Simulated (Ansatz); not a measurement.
**Structure optimisation: hafnium, A15**

Theory: DFT, BLYP, plane waves (420 eV) with PAW, scalar-relativistic (Ansatz). The PAW files were generated under PBE, with cores re-solved for the functional.

k-point mesh 5×5×5, Fermi-Dirac smearing 0.1 eV, no spin polarisation. Cell and atoms relax.

Starting structure:

```
Hf
1.0
     5.63618    0.00000    0.00000
     0.00000    5.63618    0.00000
     0.00000    0.00000    5.63618
Hf
8
Cartesian
  0.0000 0.0000 0.0000
  2.8181 2.8181 2.8181
  1.4090 0.0000 2.8181
  4.2271 0.0000 2.8181
  2.8181 1.4090 0.0000
  2.8181 4.2271 0.0000
  0.0000 2.8181 1.4090
  0.0000 2.8181 4.2271
```

**Question.** What cell does the relaxation end in?

**Answer.** Pm-3n with a = 5.706 Å; 23.22 Å³ per atom against 22.38 at the start (3.8 %).

**Question.** How much energy does the relaxation gain?

**Answer.** 9.1 meV per atom.

Path of the relaxation (the plane waves are chosen anew near the end, which can shift the energy a little):

| step | E − E(final) (meV/atom) | V (Å³/atom) | P (GPa) | max force (eV/Å) |
| --- | --- | --- | --- | --- |
| 0 | 9.09 | 22.380 | 3.57 | 0.000 |
| 1 | 0.21 | 23.281 | -0.24 | 0.000 |
| 2 | 0.16 | 23.223 | -0.01 | 0.000 |
| 3 | 0.00 | 23.223 | -0.01 | 0.000 |
